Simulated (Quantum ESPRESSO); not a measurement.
pw.x input (Quantum ESPRESSO 7.5; LDA, PseudoDojo standard norm-conserving files, scalar-relativistic):

```
&CONTROL
  calculation = 'scf'
  pseudo_dir = './pseudo'
  outdir = './out'
  tprnfor = .true.
  tstress = .true.
/
&SYSTEM
  ibrav = 0
  nat = 8
  ntyp = 3
  ecutwfc = 84.0
  ecutrho = 336.0
  occupations = 'smearing'
  smearing = 'fd'
  degauss = 0.002
  nbnd = 25
/
&ELECTRONS
  conv_thr = 8e-10
/
ATOMIC_SPECIES
N 14.0070 N.upf
Al 26.9815 Al.upf
Ga 69.7230 Ga.upf
CELL_PARAMETERS angstrom
  4.401440000000   0.000000000000   0.000000000000
  0.000000000000   4.401440000000   0.000000000000
  0.000000000000   0.000000000000   4.401440000000
ATOMIC_POSITIONS crystal
N   0.744160000000   0.744160000000   0.255840000000
N   0.744160000000   0.255840000000   0.744160000000
N   0.255840000000   0.255840000000   0.255840000000
N   0.255840000000   0.744160000000   0.744160000000
Al   0.500000000000   0.500000000000   0.000000000000
Al   0.000000000000   0.500000000000   0.500000000000
Al   0.500000000000   0.000000000000   0.500000000000
Ga   0.000000000000   0.000000000000   0.000000000000
K_POINTS automatic
6 6 6 0 0 0
```

End of the output:

```
     total energy              =    -250.59840456 Ry
     estimated scf accuracy    <       0.00002047 Ry
     total energy              =    -250.59840854 Ry
     estimated scf accuracy    <       0.00000001 Ry
     total energy              =    -250.59840857 Ry
     estimated scf accuracy    <          2.3E-09 Ry
[...]
     the Fermi energy is     9.8322 ev
!    total energy              =    -250.59840857 Ry
     estimated scf accuracy    <          5.0E-10 Ry
     smearing contrib. (-TS)   =       0.00000000 Ry
     internal energy E=F+TS    =    -250.59840857 Ry
     The total energy is F=E-TS. E is the sum of the following terms:
     one-electron contribution =     -88.26617277 Ry
     hartree contribution      =      75.70749959 Ry
     xc contribution           =     -72.80229856 Ry
     ewald contribution        =    -165.23743683 Ry
     convergence has been achieved in  11 iterations
     Forces acting on atoms (cartesian axes, Ry/au):
     atom    1 type  1   force =     0.00243686    0.00243686   -0.00243686
     atom    2 type  1   force =     0.00243686   -0.00243686    0.00243686
     atom    3 type  1   force =    -0.00243686   -0.00243686   -0.00243686
     atom    4 type  1   force =    -0.00243686    0.00243686    0.00243686
     atom    5 type  2   force =     0.00000000    0.00000000    0.00000000
     atom    6 type  2   force =     0.00000000    0.00000000    0.00000000
     atom    7 type  2   force =     0.00000000    0.00000000    0.00000000
     atom    8 type  3   force =     0.00000000    0.00000000    0.00000000
     Total force =     0.008442     Total SCF correction =     0.000002
     Computing stress (Cartesian axis) and pressure
          total   stress  (Ry/bohr**3)                   (kbar)     P=      -52.24
  -0.00035512   0.00000000   0.00000000          -52.24        0.00        0.00
   0.00000000  -0.00035512   0.00000000            0.00      -52.24        0.00
   0.00000000   0.00000000  -0.00035512            0.00        0.00      -52.24
```
In a gapped system the printed Fermi energy is only some level inside the gap.

Spin-orbit coupling is not included.

Geometry of the Materials Project entry, not relaxed at this level.
